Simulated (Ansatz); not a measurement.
Molecular dynamics on a 2×2×1 supercell (16 atoms) of LaLuAs2 (ordering on rocksalt), relaxed with r2SCAN. Forces come from PBE in Ansatz: Langevin thermostat and barostat (NPT), 1000 K, steps of 2 fs. Spin polarisation is off, nuclei are classical, and the run is far too short for thermal averages. The structure comes from a prototype and may be hypothetical.

```yaml
crystal:
  lattice:
    - [8.4465201006, 0.0, 0.0]
    - [0.0, 8.4465201006, 0.0]
    - [0.0, 0.0, 5.9521047138]
  atoms:
    - { symbol: La, position: [0.0, 0.0, 0.0] }
    - { symbol: As, position: [0.0, 0.0, 0.5] }
    - { symbol: Lu, position: [0.25, 0.25, 0.5] }
    - { symbol: As, position: [0.25, 0.25, 0.0] }
    - { symbol: La, position: [0.0, 0.5, 0.0] }
    - { symbol: As, position: [0.0, 0.5, 0.5] }
    - { symbol: Lu, position: [0.25, 0.75, 0.5] }
    - { symbol: As, position: [0.25, 0.75, 0.0] }
    - { symbol: La, position: [0.5, 0.0, 0.0] }
    - { symbol: As, position: [0.5, 0.0, 0.5] }
    - { symbol: Lu, position: [0.75, 0.25, 0.5] }
    - { symbol: As, position: [0.75, 0.25, 0.0] }
    - { symbol: La, position: [0.5, 0.5, 0.0] }
    - { symbol: As, position: [0.5, 0.5, 0.5] }
    - { symbol: Lu, position: [0.75, 0.75, 0.5] }
    - { symbol: As, position: [0.75, 0.75, 0.0] }
kpoints:
  mp_grid: { grid: [2, 2, 2] }
hamiltonian:
  xc: pbe
scf:
  occupations: { method: fermi_dirac, width: 0.086 }
md:
  ensemble: npt_langevin
  temperature: 1000
  timestep: 2.0
  n_steps: 20
  initial_velocities: maxwell_boltzmann
  seed: 3537
```

Command: `ansatz run input.yaml --threads 4 --pin off --max-ram 3686MiB --backend cpu --events-out ev --progress --plain --runs-dir out`. Wall time 3.9 min on 4 threads of Arm Neoverse V2, with other jobs on the host; peak host memory 2.2 GiB.

```csv
step,t (fs),T (K),free energy F from step 0 (meV/atom),kinetic energy (meV/atom),pressure (GPa),volume (Å³/atom),largest force (eV/Å)
0,0,938,0.0,121.2,0.70,26.54,0.00
1,2,868,0.3,112.2,0.65,26.55,0.16
2,4,1011,1.1,130.7,0.73,26.55,0.31
3,6,995,2.6,128.6,0.76,26.55,0.45
4,8,943,4.6,121.9,0.78,26.55,0.57
5,10,807,6.8,104.3,0.75,26.55,0.69
6,12,814,9.3,105.2,0.77,26.56,0.79
7,14,792,12.1,102.4,0.80,26.57,0.90
8,16,808,15.1,104.5,0.85,26.58,1.00
9,18,893,18.3,115.5,0.96,26.59,1.11
10,20,830,21.7,107.3,1.00,26.59,1.21
11,22,860,25.2,111.2,1.08,26.60,1.31
12,24,878,29.2,113.5,1.19,26.60,1.42
13,26,834,33.5,107.8,1.27,26.60,1.52
14,28,876,38.0,113.2,1.40,26.60,1.62
15,30,769,42.6,99.4,1.46,26.60,1.71
16,32,896,47.3,115.9,1.63,26.61,1.81
17,34,900,52.3,116.3,1.74,26.61,1.91
18,36,890,57.2,115.0,1.82,26.62,2.00
19,38,842,62.1,108.8,1.88,26.63,2.08
20,40,820,67.1,106.0,1.96,26.64,2.16
```

The temperature starts at 938 K, is lowest at step 15 (769 K, 30 fs) and ends at 820 K.

Positions (Å) and forces (eV/Å) at step 20:
```
cell (Å): 8.457 0.000 0.000; 0.000 8.457 0.000; 0.000 0.000 5.959
La  -0.070  -0.079   0.065     0.223   1.071  -0.378
As  -0.234   0.068   2.981     0.346   0.004   0.340
Lu   2.096   2.134   2.895     0.041  -0.165   0.614
As   2.240   2.086   0.119    -0.871   0.680  -0.346
La   0.080   4.225   0.029    -0.366  -0.233   0.868
As  -0.135   4.103   3.182     0.731   0.664  -1.356
Lu   2.145   6.338   2.965    -0.295  -0.020   0.134
As   2.047   6.356  -0.021    -0.365  -0.330   0.180
La   4.003  -0.084  -0.019     1.920   0.792   0.577
As   4.061  -0.127   3.085     0.125   0.284  -0.881
Lu   6.425   2.243   3.020    -0.833  -0.668  -0.029
As   6.241   2.298   0.024     0.543  -1.135   0.132
La   4.308   4.301  -0.016    -0.652  -0.202   0.568
As   4.130   4.371   3.057    -0.023  -0.412  -0.705
Lu   6.387   6.289   3.013    -0.415   0.347  -0.113
As   6.349   6.462  -0.056    -0.109  -0.677   0.395
```
